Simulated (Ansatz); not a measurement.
Geometry optimisation in Ansatz: input, command and trajectory.

```yaml
crystal:
  lattice:
    - [3.949713, 0.0, 0.0]
    - [0.0, 3.949713, 0.0]
    - [0.0, 0.0, 9.067505]
  atoms:
    - { symbol: Cu, position: [0.0, 0.0, 0.5] }
    - { symbol: Cu, position: [0.5, 0.5, 0.5] }
    - { symbol: Bi, position: [0.0, 0.5, 0.860179] }
    - { symbol: Bi, position: [0.5, 0.0, 0.139821] }
    - { symbol: Se, position: [0.5, 0.0, 0.672824] }
    - { symbol: Se, position: [0.0, 0.5, 0.327176] }
    - { symbol: O, position: [0.5, 0.5, 0.0] }
    - { symbol: O, position: [0.0, 0.0, 0.0] }
basis:
  ecutwfc: 420
kpoints:
  mp_grid: { grid: [10, 10, 4] }
hamiltonian:
  xc: lda
scf:
  occupations: { method: gaussian, width: 0.01 }
output:
  forces: true
  stress: true
  eigenvalues: true
relax:
  adjacent_minimum: "off"
  f_tol: 0.005
  max_steps: 80
  cell: { stress_tol: 0.05 }
```

```bash
ansatz run input.yaml --threads 2 --pin off --max-ram 5120MiB --backend cpu --events-out ev --progress --plain --runs-dir out
```

Method: Ansatz 0.2.0, DFT LDA, scalar-relativistic, plane waves, PAW.

Of 9 frames 8 are shown, positions in Å and forces in eV/Å; the SCF threshold varies from step to step. Steps run on the plane waves of an earlier cell, with a Pulay correction in the pressure. The basis is chosen afresh for the last frame, the zero of the energies, and at times for earlier ones too; energy and pressure step there, also at an unchanged geometry.

```xyz
8
Lattice="3.9497 0.0000 0.0000 0.0000 3.9497 0.0000 0.0000 0.0000 9.0675" Properties=species:S:1:pos:R:3:forces:R:3 pbc="T T T" step=1 free_energy_over_end_meV_per_atom=29.61 pressure_GPa=-7.19
Cu    0.0000    0.0000    4.5338    0.0000    0.0000    0.0000
Cu    1.9749    1.9749    4.5338    0.0000    0.0000    0.0000
Bi    0.0000    1.9749    7.7997    0.0000    0.0000    0.4513
Bi    1.9749    0.0000    1.2678    0.0000    0.0000   -0.4513
Se    1.9749    0.0000    6.1008    0.0000    0.0000   -0.3912
Se    0.0000    1.9749    2.9667    0.0000    0.0000    0.3912
O     1.9749    1.9749    0.0000    0.0000    0.0000    0.0000
O     0.0000    0.0000    0.0000    0.0000    0.0000    0.0000
8
Lattice="3.8072 0.0000 0.0000 0.0000 3.8072 0.0000 0.0000 0.0000 8.6186" Properties=species:S:1:pos:R:3:forces:R:3 pbc="T T T" step=2 free_energy_over_end_meV_per_atom=16.58 pressure_GPa=4.56
Cu    0.0000    0.0000    4.3093    0.0000    0.0000    0.0000
Cu    1.9036    1.9036    4.3093    0.0000    0.0000    0.0000
Bi    0.0000    1.9036    7.3568    0.0000    0.0000    0.2046
Bi    1.9036    0.0000    1.2618    0.0000    0.0000   -0.2046
Se    1.9036    0.0000    5.8871    0.0000    0.0000   -0.7404
Se    0.0000    1.9036    2.7316    0.0000    0.0000    0.7404
O     1.9036    1.9036    0.0000    0.0000    0.0000    0.0000
O     0.0000    0.0000    0.0000    0.0000    0.0000    0.0000
8
Lattice="3.8587 0.0000 0.0000 0.0000 3.8587 0.0000 0.0000 0.0000 8.9089" Properties=species:S:1:pos:R:3:forces:R:3 pbc="T T T" step=3 free_energy_over_end_meV_per_atom=-0.70 pressure_GPa=-0.78
Cu    0.0000    0.0000    4.4544    0.0000    0.0000    0.0000
Cu    1.9294    1.9294    4.4544    0.0000    0.0000    0.0000
Bi    0.0000    1.9294    7.6541    0.0000    0.0000   -0.0856
Bi    1.9294    0.0000    1.2548    0.0000    0.0000    0.0856
Se    1.9294    0.0000    5.9943    0.0000    0.0000   -0.1055
Se    0.0000    1.9294    2.9146    0.0000    0.0000    0.1055
O     1.9294    1.9294    0.0000    0.0000    0.0000    0.0000
O     0.0000    0.0000    0.0000    0.0000    0.0000    0.0000
8
Lattice="3.8539 0.0000 0.0000 0.0000 3.8539 0.0000 0.0000 0.0000 8.8729" Properties=species:S:1:pos:R:3:forces:R:3 pbc="T T T" step=4 free_energy_over_end_meV_per_atom=-1.45 pressure_GPa=-0.29
Cu    0.0000    0.0000    4.4365    0.0000    0.0000    0.0000
Cu    1.9269    1.9269    4.4365    0.0000    0.0000    0.0000
Bi    0.0000    1.9269    7.6136    0.0000    0.0000    0.0043
Bi    1.9269    0.0000    1.2593    0.0000    0.0000   -0.0043
Se    1.9269    0.0000    5.9694    0.0000    0.0000   -0.0744
Se    0.0000    1.9269    2.9035    0.0000    0.0000    0.0744
O     1.9269    1.9269    0.0000    0.0000    0.0000    0.0000
O     0.0000    0.0000    0.0000    0.0000    0.0000    0.0000
8
Lattice="3.8555 0.0000 0.0000 0.0000 3.8555 0.0000 0.0000 0.0000 8.8351" Properties=species:S:1:pos:R:3:forces:R:3 pbc="T T T" step=5 free_energy_over_end_meV_per_atom=-1.67 pressure_GPa=0.23
Cu    0.0000    0.0000    4.4175    0.0000    0.0000    0.0000
Cu    1.9278    1.9278    4.4175    0.0000    0.0000    0.0000
Bi    0.0000    1.9278    7.5813    0.0000    0.0000   -0.0685
Bi    1.9278    0.0000    1.2537    0.0000    0.0000    0.0685
Se    1.9278    0.0000    5.9339    0.0000    0.0000    0.0429
Se    0.0000    1.9278    2.9011    0.0000    0.0000   -0.0429
O     1.9278    1.9278    0.0000    0.0000    0.0000    0.0000
O     0.0000    0.0000    0.0000    0.0000    0.0000    0.0000
8
Lattice="3.8587 0.0000 0.0000 0.0000 3.8587 0.0000 0.0000 0.0000 8.8247" Properties=species:S:1:pos:R:3:forces:R:3 pbc="T T T" step=6 free_energy_over_end_meV_per_atom=-1.72 pressure_GPa=0.00
Cu    0.0000    0.0000    4.4124    0.0000    0.0000    0.0000
Cu    1.9294    1.9294    4.4124    0.0000    0.0000    0.0000
Bi    0.0000    1.9294    7.5687    0.0000    0.0000    0.0042
Bi    1.9294    0.0000    1.2560    0.0000    0.0000   -0.0042
Se    1.9294    0.0000    5.9311    0.0000    0.0000   -0.0012
Se    0.0000    1.9294    2.8937    0.0000    0.0000    0.0012
O     1.9294    1.9294    0.0000    0.0000    0.0000    0.0000
O     0.0000    0.0000    0.0000    0.0000    0.0000    0.0000
8
Lattice="3.8587 0.0000 0.0000 0.0000 3.8587 0.0000 0.0000 0.0000 8.8247" Properties=species:S:1:pos:R:3:forces:R:3 pbc="T T T" step=7 free_energy_over_end_meV_per_atom=0.01 pressure_GPa=-0.13
Cu    0.0000    0.0000    4.4124    0.0000    0.0000    0.0000
Cu    1.9294    1.9294    4.4124    0.0000    0.0000    0.0000
Bi    0.0000    1.9294    7.5687    0.0000    0.0000    0.0020
Bi    1.9294    0.0000    1.2560    0.0000    0.0000   -0.0020
Se    1.9294    0.0000    5.9311    0.0000    0.0000   -0.0010
Se    0.0000    1.9294    2.8937    0.0000    0.0000    0.0010
O     1.9294    1.9294    0.0000    0.0000    0.0000    0.0000
O     0.0000    0.0000    0.0000    0.0000    0.0000    0.0000
8
Lattice="3.8580 0.0000 0.0000 0.0000 3.8580 0.0000 0.0000 0.0000 8.8160" Properties=species:S:1:pos:R:3:forces:R:3 pbc="T T T" step=9 free_energy_over_end_meV_per_atom=0.00 pressure_GPa=0.00
Cu    0.0000    0.0000    4.4080    0.0000    0.0000    0.0000
Cu    1.9290    1.9290    4.4080    0.0000    0.0000    0.0000
Bi    0.0000    1.9290    7.5604    0.0000    0.0000    0.0001
Bi    1.9290    0.0000    1.2556    0.0000    0.0000   -0.0001
Se    1.9290    0.0000    5.9258    0.0000    0.0000    0.0006
Se    0.0000    1.9290    2.8902    0.0000    0.0000   -0.0006
O     1.9290    1.9290    0.0000    0.0000    0.0000    0.0000
O     0.0000    0.0000    0.0000    0.0000    0.0000    0.0000
```

Time: 6.7 min on 2 threads of Intel(R) Xeon(R) Processor @ 2.50GHz (Skylake/Cascade Lake) (shared host), peak memory 0.8 GiB.

Spin–orbit coupling is left out, which can shift energies with elements as heavy as these.